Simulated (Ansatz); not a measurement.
# Coordination and ⁷Li quadrupole coupling in Cs2Li3GaO4

Cell: a Materials Project structure (computed, not necessarily an observed phase), atoms as given.

Space group Ibam (No. 72); a = 5.0912, b = 10.1284, c = 12.0180 Å.

| site | Wyckoff | site symmetry | x | y | z |
| --- | --- | --- | --- | --- | --- |
| Cs | 8j | ..m | 0.2386 | 0.3725 | 0.0000 |
| Li5 | 8g | .2. | 0.5000 | 0.2403 | 0.2500 |
| Li8 | 4b | 222 | 0.5000 | 0.0000 | 0.2500 |
| Ga | 4a | 222 | 0.0000 | 0.0000 | 0.7500 |
| O | 16k | 1 | 0.7678 | 0.8825 | 0.1758 |

One atom of each set is listed; the run and its k-mesh use a cell of 20 atoms with edges of 8.26, 8.26, 8.26 Å.

The numbers come from a DFT calculation in Ansatz (PBE, plane waves and PAW, scalar-relativistic, 420 eV cutoff, Γ-centred 5×5×5 k-points, Fermi–Dirac smearing 0.02 eV).

Q(⁷Li) = -40.10 mb.

(1) Rank these Li sites by |C_Q|, smallest first.
A. Li8: 4 O at 2.02 Å
B. Li5: 4 O at 2.05–2.07 Å

## Answers

(1) A (0.103 MHz, η = 0.16), B (0.180 MHz, η = 0.11).

With these PAW files V_zz is typically within 2 to 3 % of all-electron values, but misses above 10 % occur on Li.
